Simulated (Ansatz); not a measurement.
NiMoP (space group P-62m)

```xyz
9
Lattice="5.7942 0.0000 0.0000 -2.8971 5.0179 0.0000 0.0000 0.0000 3.7081" Properties=species:S:1:pos:R:3 pbc="T T T"
Ni     2.1718     3.7617     0.0000
Ni    -0.7253     1.2562     0.0000
Ni     1.4505     0.0000     0.0000
Mo    -1.6957     2.9370     1.8540
Mo     3.3914     0.0000     1.8540
Mo     1.2014     2.0809     1.8540
P      0.0000     0.0000     1.8540
P      2.8971     1.6726     0.0000
P      0.0000     3.3453     0.0000
```

The slice is a (-1 1 0 0) plane (indices of the conventional cell) through the point (0.415, 0.415, 0.500) (fractional), spanned by u = [001] and v = [110] in vectors of this cell: u (3.71 Å) and v (5.79 Å, at 90° to u). It covers one period; positions are fractions (u, v).

The numbers are results of PBEsol (plane waves to 420 eV, PAW, scalar-relativistic; Ansatz, a first-principles code), not measurements. k mesh 9×9×13. Near the nuclei the fields are pseudised (PAW); where an atom keeps semicore shells as valence, they peak there. NiMoP is run without spin polarisation. NiMoP was relaxed with its symmetry unable to fall.

**Question.** What is the valence density on the shortest Ni–P line in this plane (2.35 Å), at its midpoint?

**Answer.** 0.46 e/Å³.

**Question.** The ELF has a maximum in the middle third of the Ni–P line. Where, and how high?

**Answer.** 0.69, 1.5 Å from Ni.

**Question.** What is the ELF at the midpoint of the shortest Ni–P line in this plane (2.35 Å)?

**Answer.** 0.4.

**Question.** Predict the map of the electron localisation function (ELF) on the slice.

**Answer.** 
```
|xxx@%=..........=%@xx|
|x%%%*-. ...... .-*%%%|
|%%%*-. ........ .-*%%|
|##+-.  ..:..:..  .-+#|
|==:....::::::::....:=|
|---::::::::::::::::--|
|***+==--::::::--==+**|
|@@%#*+=-::..::-=+*#%@|
|@@@@%*=-:....:-=*%@@@|
|#%%@%#+-::..::-+#%@%%|
| .=#%#+=::..::=+#%#=.|
|xx =##*=-::::-=*##= x|
|xxx:##*=-::::-=*##:xx|
|xxx-##*=-::::-=*##-xx|
|xx.+##+-:....:-+##+.x|
|.:+#%#=:......:=#%#+:|
|**#%#+:........:+#%#*|
|####+-...::::...-+###|
|***+-...:-==-:...-+**|
|===-:..:-xxxx-:..:-==|
|::::...:=xxxx=:...:::|
|.......:=xxxx=:......|
|.......:-=xx=-:......|
|....:...:----:...:...|
|  ..::....::....::.. |
|.....::........::....|
|==:...::......::...:=|
|%#*-...::....::...-*#|
|@@%*-...::::::...-*%@|
|x%%%*-..........-*%%%|
|xxx%#=..........=#%xx|
|xxx@%+:........:+%@xx|
```
Scale: ten equal steps from 0.10 (start of ' ') to 0.82 (end of '@'), in the order ' .:-=+*#%@'. Values: electron localisation function (ELF). The map has 21 points along u (one character each, u = 0 at the left) and 32 along v (v = 0 in the bottom row). Points within 0.4 Å of a nucleus are blanked (x), as the pseudised field means little there.
